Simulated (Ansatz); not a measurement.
Input:

SiGeC₂:
```xyz
4
Lattice="3.1778 0.0000 0.0000 0.0000 3.1778 0.0000 0.0000 0.0000 4.4871" Properties=species:S:1:pos:R:3 pbc="T T T"
Ge     1.5889     1.5889     2.2436
Si     0.0000     0.0000     0.0000
C      1.5889     0.0000     3.4303
C      0.0000     1.5889     1.0568
```

This is the PBE-relaxed structure. Tensor components refer to the Cartesian frame of this cell.

Q: All from the program Ansatz at the PBE level (PAW), unless another level is named. Give the hole effective mass, band 2 of 2 at the edge.

A: 0.19 along x, 0.52 along z (mₑ).

Q: What about the conduction-band minimum?

A: at M.

Space group P-4m2. The start of the workflow was typed in or built on a structure type; neither database checked (COD, Materials Project) lists it. Whether it is the stable phase at ambient conditions was not checked. The PBE relaxation kept the symmetry of its start; its stability against distortions is not shown here. Scalar-relativistic: spin–orbit coupling is off unless named, which matters more the heavier the elements.

Potentials: the later of the program's two PAW sets.

Edges and masses are those of Kohn–Sham bands, whose gap is no quasiparticle gap.
